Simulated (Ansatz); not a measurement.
A trial cell of Ti$_{3}$Al was relaxed with PBE (plane waves to 420 eV, PAW, scalar-relativistic; Ansatz, an electronic-structure program).

Before: I4cm (No. 108), tI16; a = b = 6.766 Å, c = 6.472 Å, α = β = γ = 90.00°.

After relaxation:

Simulated powder pattern, Cu Kα, λ = 1.54184 Å (kinematic, ideal powder, no thermal factors, no anomalous dispersion; the 24 strongest lines at most, above 1 %, up to 2θ = 90°):

```tsv
2θ (°)	I/Imax (%)
18.82	5.5
26.74	2.3
35.23	2.1
38.18	59
40.24	100
42.90	1.1
52.93	1.1
55.10	18
61.24	6.5
70.40	33
74.50	14
81.71	5.2
86.95	8.9
```

Problem. Identify the relaxed structure from its pattern: crystal system, space group and cell.

Solution. Tetragonal, P4/mmm (No. 123), tP4; a = b = 4.7140 Å, c = 3.0273 Å, α = β = γ = 90.00°. Sites: Al 1b (0.000, 0.000, 0.500); Ti 1d (0.500, 0.500, 0.500); Ti 2f (0.000, 0.500, 0.000).

Problem. Index the strongest lines.

Solution. 38.18° (200), 40.24° (111), 55.10° (220), 70.40° (311), 74.50° (202).

No spin polarisation in the result.

The run could not lose the symmetry of its start, so the end can be a saddle point.

The relaxed structure here is a generated cell of Ti3Al: the first start was made by a random draw of sites in a space group, and the end was not matched to a known phase here, so it may be hypothetical. Known forms of Ti3Al include space group No. 194.
